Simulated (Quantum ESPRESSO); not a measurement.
## Si3O4NF (finding a planted mistake in a log)

A calculation, not a measurement. The program is pw.x of Quantum ESPRESSO 7.5 (plane-wave density functional theory). The cell is made up: 9 atoms on a quartz lattice, with randomly drawn elements, strain and displacements, not relaxed. PseudoDojo standard norm-conserving files (v0.5 for PBE, v0.4.1 for LDA and PBEsol) set the functional; there is no spin polarisation, spin-orbit coupling or dispersion term, and the masses in the input are unused placeholders.

Intended input:

```
&control calculation='scf', pseudo_dir='./dojo.nc.sr.pbe.v0_5.standard.upf', outdir='./o', disk_io='low', tprnfor=.true., tstress=.true. /
&system ibrav=0, nat=9, ntyp=4, nbnd=30, ecutwfc=84.00895049, nosym=.true., tot_charge=0,
 occupations='smearing', smearing='fd', degauss=0.0018374661
/
&electrons conv_thr=7.350e-09, electron_maxstep=60, /
ATOMIC_SPECIES
F 1.0 F.upf
N 1.0 N.upf
O 1.0 O.upf
Si 1.0 Si.upf
CELL_PARAMETERS angstrom
4.9228 -0.041 0.0477
-2.4969 4.3253 -0.0252
0.0524 -0.0017 5.3206
ATOMIC_POSITIONS angstrom
Si 2.2706 -0.0183 3.4894
Si -1.1682 2.0571 1.7616
Si 1.365 2.3365 -0.102
O 1.4278 1.0321 4.0436
O 3.2564 0.6414 2.4827
O 2.6021 2.5317 0.6646
O 0.2607 1.7334 1.103
N -1.0219 3.2 2.8837
F 0.76 3.7478 4.8402
K_POINTS automatic
5 5 4 1 1 1
```

The log is shortened where brackets say so; the opening notice, blank lines, dates and the lines on written files are dropped, and the path of the files is cut. It prints rydbergs, bohrs and kilobars, and counts compression as positive stress. Where no state is partly filled, the Fermi energy that it prints is only some level between the filled and the empty states on the mesh, and need not lie in the true gap.

Log of the intended run:

```
     Program PWSCF v.7.5
     Parallel version (MPI & OpenMP), running on       4 processor cores
     Number of MPI processes:                 4
     Threads/MPI process:                     1
     [start-up lines left out]
     bravais-lattice index     =            0
     lattice parameter (alat)  =       9.3035  a.u.
     unit-cell volume          =     760.7660 (a.u.)^3
     number of atoms/cell      =            9
     number of atomic types    =            4
     number of electrons       =        48.00
     number of Kohn-Sham states=           30
     kinetic-energy cutoff     =      84.0090  Ry
     charge density cutoff     =     336.0358  Ry
     scf convergence threshold =      7.3E-09
     mixing beta               =       0.7000
     number of iterations used =            8  plain     mixing
     Exchange-correlation= PBE
                           (   1   4   3   4   0   0   0)
     [axes and pseudopotential details left out]
   Cartesian axes
     site n.     atom                  positions (alat units)
         1        Si     tau(   1) = (   0.4612039  -0.0037171   0.7087664  )
         2        Si     tau(   2) = (  -0.2372846   0.4178378   0.3578159  )
         3        Si     tau(   3) = (   0.2772586   0.4745895  -0.0207182  )
         4        O      tau(   4) = (   0.2900145   0.2096400   0.8213354  )
         5        O      tau(   5) = (   0.6614395   0.1302811   0.5042856  )
         6        O      tau(   6) = (   0.5285382   0.5142385   0.1349935  )
         7        O      tau(   7) = (   0.0529533   0.3520879   0.2240412  )
         8        N      tau(   8) = (  -0.2075682   0.6499835   0.5857367  )
         9        F      tau(   9) = (   0.1543711   0.7612526   0.9831407  )
     number of k points=    50  Fermi-Dirac smearing, width (Ry)=  0.0018
                       cart. coord. in units 2pi/alat
        k(    1) = (   0.1003324   0.1724115   0.1147307), wk =   0.0400000
        k(    2) = (   0.0980912   0.1724656   0.3460801), wk =   0.0400000
     [further k points left out]
     Dense  grid:    79165 G-vectors     FFT dimensions: (  60,  60,  60)
     Estimated max dynamical RAM per process >     161.78 MB
     Estimated total dynamical RAM >     589.15 MB
     Initial potential from superposition of free atoms
     starting charge      47.9981, renormalised to      48.0000
     Starting wfcs are   36 randomized atomic wfcs
     total cpu time spent up to now is        2.1 secs
     per-process dynamical memory:   123.7 Mb
     Self-consistent Calculation
     iteration #  1     ecut=    84.01 Ry     beta= 0.70
     Davidson diagonalization with overlap
     ethr =  1.00E-02,  avg # of iterations =  3.2
     total cpu time spent up to now is        5.4 secs
     total energy              =    -226.98926804 Ry
     estimated scf accuracy    <       2.93671516 Ry
     iteration #  2     ecut=    84.01 Ry     beta= 0.70
     Davidson diagonalization with overlap
     ethr =  6.12E-03,  avg # of iterations =  2.8
     total cpu time spent up to now is        8.5 secs
     total energy              =    -227.68568791 Ry
     estimated scf accuracy    <       2.35044746 Ry
     [iterations 3 to 10 left out]
     iteration # 11     ecut=    84.01 Ry     beta= 0.70
     Davidson diagonalization with overlap
     ethr =  7.82E-11,  avg # of iterations =  2.5
     total cpu time spent up to now is       34.5 secs
     total energy              =    -228.19576832 Ry
     estimated scf accuracy    <          9.0E-09 Ry
     iteration # 12     ecut=    84.01 Ry     beta= 0.70
     Davidson diagonalization with overlap
     ethr =  1.87E-11,  avg # of iterations =  2.0
     total cpu time spent up to now is       37.1 secs
     End of self-consistent calculation
     [lines on levels left out]
     the Fermi energy is     6.6850 ev
!    total energy              =    -228.19576832 Ry
     estimated scf accuracy    <          9.2E-10 Ry
     smearing contrib. (-TS)   =       0.00000000 Ry
     internal energy E=F+TS    =    -228.19576832 Ry
     The total energy is F=E-TS. E is the sum of the following terms:
     one-electron contribution =    -106.90690484 Ry
     hartree contribution      =      79.53336338 Ry
     xc contribution           =     -61.28281670 Ry
     ewald contribution        =    -139.53941016 Ry
     convergence has been achieved in  12 iterations
     Forces acting on atoms (cartesian axes, Ry/au):
     atom    1 type  4   force =     0.17123487   -0.02905508   -0.09636897
     atom    2 type  4   force =    -0.00740390    0.02281134    0.02241423
     atom    3 type  4   force =    -0.22106155   -0.26654972   -0.02457446
     atom    4 type  3   force =    -0.18716058    0.37344104    0.25392911
     atom    5 type  3   force =     0.08680309    0.00380649   -0.06165546
     atom    6 type  3   force =     0.23248664    0.02304308    0.09914101
     atom    7 type  3   force =     0.06374012    0.02250530   -0.13437764
     atom    8 type  2   force =    -0.14718948   -0.20816302   -0.04468429
     atom    9 type  1   force =     0.00855081    0.05816056   -0.01382351
     Total force =     0.754351     Total SCF correction =     0.000030
     Computing stress (Cartesian axis) and pressure
          total   stress  (Ry/bohr**3)                   (kbar)     P=      204.65
   0.00170410   0.00004856   0.00021428          250.68        7.14       31.52
   0.00004856   0.00180564   0.00063954            7.14      265.62       94.08
   0.00021428   0.00063954   0.00066388           31.52       94.08       97.66
     init_run     :      2.02s CPU      2.10s WALL (       1 calls)
     electrons    :     34.87s CPU     35.00s WALL (       1 calls)
     forces       :      0.57s CPU      0.57s WALL (       1 calls)
     stress       :      1.84s CPU      1.84s WALL (       1 calls)
     [timing details left out]
     PWSCF        :     39.36s CPU     39.60s WALL
     JOB DONE.
```

A second run was made from an input with one planted mistake. Its log:

```
     Program PWSCF v.7.5
     Parallel version (MPI & OpenMP), running on       4 processor cores
     Number of MPI processes:                 4
     Threads/MPI process:                     1
     [start-up lines left out]
     bravais-lattice index     =            0
     lattice parameter (alat)  =       9.4207  a.u.
     unit-cell volume          =     789.8783 (a.u.)^3
     number of atoms/cell      =            9
     number of atomic types    =            4
     number of electrons       =        48.00
     number of Kohn-Sham states=           30
     kinetic-energy cutoff     =      84.0090  Ry
     charge density cutoff     =     336.0358  Ry
     scf convergence threshold =      7.3E-09
     mixing beta               =       0.7000
     number of iterations used =            8  plain     mixing
     Exchange-correlation= PBE
                           (   1   4   3   4   0   0   0)
     [axes and pseudopotential details left out]
   Cartesian axes
     site n.     atom                  positions (alat units)
         1        Si     tau(   1) = (   0.4612045  -0.0037110   0.7087770  )
         2        Si     tau(   2) = (  -0.2372820   0.4178362   0.3578187  )
         3        Si     tau(   3) = (   0.2772603   0.4745841  -0.0207213  )
         4        O      tau(   4) = (   0.2900181   0.2096403   0.8213300  )
         5        O      tau(   5) = (   0.6614370   0.1302855   0.5042920  )
         6        O      tau(   6) = (   0.5285438   0.5142415   0.1349994  )
         7        O      tau(   7) = (   0.0529567   0.3520817   0.2240429  )
         8        N      tau(   8) = (  -0.2075741   0.6499831   0.5857330  )
         9        F      tau(   9) = (   0.1543767   0.7612523   0.9831488  )
     number of k points=    50  Fermi-Dirac smearing, width (Ry)=  0.0018
                       cart. coord. in units 2pi/alat
        k(    1) = (   0.1003319   0.1724109   0.1147294), wk =   0.0400000
        k(    2) = (   0.0980907   0.1724641   0.3460793), wk =   0.0400000
     [further k points left out]
     Dense  grid:    82183 G-vectors     FFT dimensions: (  60,  60,  60)
     Estimated max dynamical RAM per process >     167.17 MB
     Estimated total dynamical RAM >     608.49 MB
     Initial potential from superposition of free atoms
     starting charge      47.9981, renormalised to      48.0000
     Starting wfcs are   36 randomized atomic wfcs
     total cpu time spent up to now is        2.1 secs
     per-process dynamical memory:   130.8 Mb
     Self-consistent Calculation
     iteration #  1     ecut=    84.01 Ry     beta= 0.70
     Davidson diagonalization with overlap
     ethr =  1.00E-02,  avg # of iterations =  3.0
     total cpu time spent up to now is        5.4 secs
     total energy              =    -227.02405753 Ry
     estimated scf accuracy    <       2.88730458 Ry
     iteration #  2     ecut=    84.01 Ry     beta= 0.70
     Davidson diagonalization with overlap
     ethr =  6.02E-03,  avg # of iterations =  3.0
     total cpu time spent up to now is        8.5 secs
     total energy              =    -227.65905572 Ry
     estimated scf accuracy    <       2.57961899 Ry
     [iterations 3 to 10 left out]
     iteration # 11     ecut=    84.01 Ry     beta= 0.70
     Davidson diagonalization with overlap
     ethr =  1.38E-10,  avg # of iterations =  2.1
     total cpu time spent up to now is       34.2 secs
     total energy              =    -228.22805540 Ry
     estimated scf accuracy    <       0.00000001 Ry
     iteration # 12     ecut=    84.01 Ry     beta= 0.70
     Davidson diagonalization with overlap
     ethr =  2.26E-11,  avg # of iterations =  2.3
     total cpu time spent up to now is       36.8 secs
     End of self-consistent calculation
     [lines on levels left out]
     the Fermi energy is     6.1941 ev
!    total energy              =    -228.22805541 Ry
     estimated scf accuracy    <          1.1E-09 Ry
     smearing contrib. (-TS)   =       0.00000000 Ry
     internal energy E=F+TS    =    -228.22805541 Ry
     The total energy is F=E-TS. E is the sum of the following terms:
     one-electron contribution =    -109.72486428 Ry
     hartree contribution      =      80.35845221 Ry
     xc contribution           =     -61.05772444 Ry
     ewald contribution        =    -137.80391890 Ry
     convergence has been achieved in  12 iterations
     Forces acting on atoms (cartesian axes, Ry/au):
     atom    1 type  4   force =     0.14285484   -0.02035228   -0.10787386
     atom    2 type  4   force =    -0.00096878    0.02247905    0.03113908
     atom    3 type  4   force =    -0.19561162   -0.25066139   -0.00487075
     atom    4 type  3   force =    -0.15760796    0.33871394    0.23776800
     atom    5 type  3   force =     0.07297187    0.01331983   -0.05134061
     atom    6 type  3   force =     0.19867370    0.01242138    0.08533152
     atom    7 type  3   force =     0.04959208    0.03151399   -0.12911548
     atom    8 type  2   force =    -0.12162751   -0.18748768   -0.04619547
     atom    9 type  1   force =     0.01172337    0.04005318   -0.01484242
     Total force =     0.678501     Total SCF correction =     0.000034
     Computing stress (Cartesian axis) and pressure
          total   stress  (Ry/bohr**3)                   (kbar)     P=      123.57
   0.00111805   0.00000861   0.00019935          164.47        1.27       29.33
   0.00000861   0.00118930   0.00052270            1.27      174.95       76.89
   0.00019935   0.00052270   0.00021270           29.33       76.89       31.29
     init_run     :      2.01s CPU      2.07s WALL (       1 calls)
     electrons    :     34.55s CPU     34.68s WALL (       1 calls)
     forces       :      0.55s CPU      0.56s WALL (       1 calls)
     stress       :      1.79s CPU      1.79s WALL (       1 calls)
     [timing details left out]
     PWSCF        :     38.95s CPU     39.19s WALL
     JOB DONE.
```

Question: what was wrong in the second input?

Answer: the cell and the positions are scaled by a wrong factor. The input lines that differ, file-writing options aside:

```
- 4.9228 -0.041 0.0477
+ 4.9848 -0.0415 0.0483
- -2.4969 4.3253 -0.0252
+ -2.5284 4.3798 -0.0255
- 0.0524 -0.0017 5.3206
+ 0.0531 -0.0017 5.3876
- Si 2.2706 -0.0183 3.4894
+ Si 2.2992 -0.0185 3.5334
- Si -1.1682 2.0571 1.7616
+ Si -1.1829 2.083 1.7838
- Si 1.365 2.3365 -0.102
+ Si 1.3822 2.3659 -0.1033
- O 1.4278 1.0321 4.0436
+ O 1.4458 1.0451 4.0945
- O 3.2564 0.6414 2.4827
+ O 3.2974 0.6495 2.514
- O 2.6021 2.5317 0.6646
+ O 2.6349 2.5636 0.673
- O 0.2607 1.7334 1.103
+ O 0.264 1.7552 1.1169
- N -1.0219 3.2 2.8837
+ N -1.0348 3.2403 2.92
- F 0.76 3.7478 4.8402
+ F 0.7696 3.795 4.9012
```

|  | intended run | run with the mistake |
| --- | --- | --- |
| free energy (eV) | -3104.762 | -3105.201 |
| smearing term -TS (eV) | 0.0000 | 0.0000 |
| pressure (GPa) | 20.47 | 12.36 |
| largest force component (eV/Å) | 9.602 | 8.709 |
| largest change of a force component (eV/Å) |  | 0.893 |
| iterations | 12 | 12 |

For scale, a rerun of the intended cell at a cutoff of 1437 eV and k mesh 7 x 7 x 6 moved values by no more than 0.003 eV in energy, 0.02 GPa in stress and 0.002 eV/Å in force.